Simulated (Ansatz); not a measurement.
Here is the system:

BN:
Space group P6₃/mmc (No. 194); a = 2.4883 Å, b = 2.4883 Å, c = 6.4951 Å, α = 90.00°, β = 90.00°, γ = 120.00°

```
atom  site  symmetry       x       y       z
----  ----  --------  ------  ------  ------
B       2d      -6m2  0.6667  0.3333  0.2500
N       2c      -6m2  0.3333  0.6667  0.2500
```

This is the LDA-relaxed structure.

**Question.** All from DFT-LDA in the program Ansatz with PAW potentials, unless another level is named. Estimate the electronic dielectric constant ε∞ (DFPT).

**Answer.** 4.89 (xx = yy), 2.85 (zz).

**Question.** Predict the static dielectric constant ε0 (ions relaxed, cell fixed).

**Answer.** 6.66 (xx = yy), 3.38 (zz).

**Question.** What about the Born charges (a third of the trace)?

**Answer.** B +2.07, N -2.07 e.

Space group P6_3/mmc. The cell was relaxed with LDA under the symmetry of its start. A crystal of weakly bound layers computed without a dispersion correction: the cell and the soft elastic constants depend strongly on that.

Potentials: the earlier of the program's two PAW sets. The files were generated under PBE; for other functionals the program regenerates the frozen cores, and for LDA and PBEsol the local potential too.
